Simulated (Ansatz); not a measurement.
Input:

ScAg:
```
CELL_PARAMETERS angstrom
      3.38196     0.00000     0.00000
      0.00000     3.38196     0.00000
      0.00000     0.00000     3.38196
ATOMIC_POSITIONS crystal
  Sc 0.50000 0.50000 0.50000
  Ag 0.00000 0.00000 0.00000
```

This is the PBEsol-relaxed structure.

Q: All from plane-wave PAW PBEsol (Ansatz code), unless another level is named. Predict the formation energy from the elements (no fitted shifts).

A: -30 kJ/mol of atoms.

Q: Next, the density of states at the Fermi level?

A: 0.72 states/eV per atom (mean over ±0.08 eV).

Space group Pm-3m (CsCl type). The cell is a constructed one: a structure type filled with these elements; the Crystallography Open Database files this formula in space group No. 221, but the cells were not matched. Whether it is the stable phase at ambient conditions was not checked. The cell was relaxed with PBEsol under the symmetry of its start; its stability against distortions is not shown here. The run is not spin-polarised. The references are the lowest solids computed at this level, not always the standard phases. Scalar-relativistic: spin–orbit coupling is off unless named, which matters more the heavier the elements.

Potentials: the earlier of the program's two PAW sets. The files were generated under PBE; for other functionals the program regenerates the frozen cores, and for LDA and PBEsol the local potential too.
